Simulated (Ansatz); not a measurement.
The calculation used Ansatz, DFT PBE, scalar-relativistic, plane waves, PAW. All cells share a 420 eV cutoff and Γ-centred k meshes spaced at most about 0.3 Å⁻¹ (about 0.25 or finer for metals, 2π included). No spin polarisation in the final relaxations.

These are static total energies at zero pressure. All come from trial cells, and lower structures may exist.

Question: Order these relaxed structures of PPb₂ by energy, lowest first, with the energy over the lowest of them.
A.

```xyz
6
Lattice="3.9487 0.0000 0.0000 0.0000 8.0146 0.0000 0.0000 0.0000 5.5327" Properties=species:S:1:pos:R:3 pbc="T T T"
P     1.9743    6.5100    0.5727
P     0.0000    1.5046    3.3391
Pb    0.0000    4.6016    5.1478
Pb    1.9743    3.4130    2.3814
Pb    1.9743    1.2151    5.3454
Pb    0.0000    6.7995    2.5790
```

B.

```xyz
6
Lattice="4.5115 0.0000 0.0000 0.0000 4.5115 0.0000 0.0000 0.0000 8.1629" Properties=species:S:1:pos:R:3 pbc="T T T"
P     0.0000    2.2558    5.8400
P     2.2558    0.0000    2.3229
Pb    0.0000    0.0000    0.0000
Pb    2.2558    2.2558    0.0000
Pb    0.0000    2.2558    2.9761
Pb    2.2558    0.0000    5.1868
```

Answer: A (0 meV/atom), B (105 meV/atom). Forms: A Pmn2_1; B P4/nmm. Counting P atoms around Pb (those within 1.25 times the shortest such distance or 1.15 times the sum of covalent radii, 1.27 where that leaves under three; a plus sign parts nearer from farther groups; the shortest distance is added where it exceeds 1.18 times the sum of covalent radii; a slash parts the counts of unlike sites): A has Pb 2+1/3; B has Pb 4 from 3.2 Å/1+4. Even the lowest lies +0.09 eV/atom against the elements.

These runs have no spin–orbit coupling, which can matter for Pb. Cells relaxed within their symmetry can be saddle points. The Pmn2_1 cell of PPb2 came from shaking the P4/nmm one. Some types were kept out of the candidates beforehand, so the set may lack a known form.
